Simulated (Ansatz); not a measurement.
In$_{2}$Au, DFT, LDA, PAW with Ansatz's default frozen-core files, scalar-relativistic (Ansatz 0.2.0), run on 1 thread of Arm Neoverse V1 on a shared host.

The cell is COD entry 9009001, as deposited and not checked against the literature; nothing was relaxed. The listed cell was then made from it by scaling, straining or moving an atom.

Command: `ansatz run input.yaml --threads 1 --pin off --max-ram 4096MiB --backend cpu --events-out ev --progress --plain --runs-dir out`

```yaml
crystal:
  lattice:
    - [0.0, 3.251, 3.18598]
    - [3.251, 0.0, 3.18598]
    - [3.251, 3.251, 0.0]
  atoms:
    - { symbol: In, position: [0.25, 0.25, 0.25] }
    - { symbol: In, position: [0.75, 0.75, 0.75] }
    - { symbol: Au, position: [0.0, 0.0, 0.0] }
kpoints:
  mp_grid: { grid: [10, 10, 10] }
scf:
  occupations: { method: fermi_dirac, width: 0.05 }
hamiltonian:
  xc: lda
  pseudopotentials: { kind: paw }
output:
  forces: true
  stress: true
  eigenvalues: true
  efg: { contact_densities: true }
  write_density: true
  write_potential: true
  elf: true
  volumetric_format: npy
```

Question: How large is the problem that the program sets up?

Answer: 102 irreducible k-points, 1323 plane waves at Γ, 27 bands.

Question: Estimate the wall time and the peak memory.

Answer: 16 s of wall time for 6 SCF iterations, with a peak of 0.49 GiB. Times on shared machines scatter by tens of per cent.

Question: And the same cell and mesh by crystal-made all-electron datasets, asked for forces, stress, eigenvalues, efg, on the same hardware?

Answer: 40 s, peak memory 0.94 GiB.
